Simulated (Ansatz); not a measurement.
AsRu (CsCl type, Pm-3m) under volume change, PBEsol (plane waves, PAW; program Ansatz), scaled uniformly.

```json
[
 {"V (Å³/atom)": "12.782", "E − E(relaxed) (meV/atom)": "93.8", "P (GPa)": "26.28"},
 {"V (Å³/atom)": "13.203", "E − E(relaxed) (meV/atom)": "38.9", "P (GPa)": "15.83"},
 {"V (Å³/atom)": "13.624", "E − E(relaxed) (meV/atom)": "9.0", "P (GPa)": "7.14"},
 {"V (Å³/atom)": "14.046", "E − E(relaxed) (meV/atom)": "0.0", "P (GPa)": "0.00"},
 {"V (Å³/atom)": "14.467", "E − E(relaxed) (meV/atom)": "8.0", "P (GPa)": "-5.92"},
 {"V (Å³/atom)": "14.889", "E − E(relaxed) (meV/atom)": "___", "P (GPa)": "___"},
 {"V (Å³/atom)": "15.310", "E − E(relaxed) (meV/atom)": "___", "P (GPa)": "___"}
]
```

**Question.** Complete the blanks.

**Answer.** 
- 15.310, E − E(relaxed) (meV/atom): 65.5
- 15.310, P (GPa): -15.41
- 14.889, E − E(relaxed) (meV/atom): 30.5
- 14.889, P (GPa): -11.08

**Question.** What does a third-order Birch–Murnaghan fit give for V₀, B₀ and B′?

**Answer.** V₀ = 14.05 Å³/atom, B₀ = 220 GPa, B′ = 4.9.

The cell is a constructed one: a structure type filled with these elements; neither database checked (COD, Materials Project) lists it. Whether it is the stable phase at ambient conditions was not checked. The cell was relaxed with PBEsol under the symmetry of its start; of distortions, only those at the zone centre were tested. The run is not spin-polarised.

Potentials: the earlier of the program's two PAW sets.
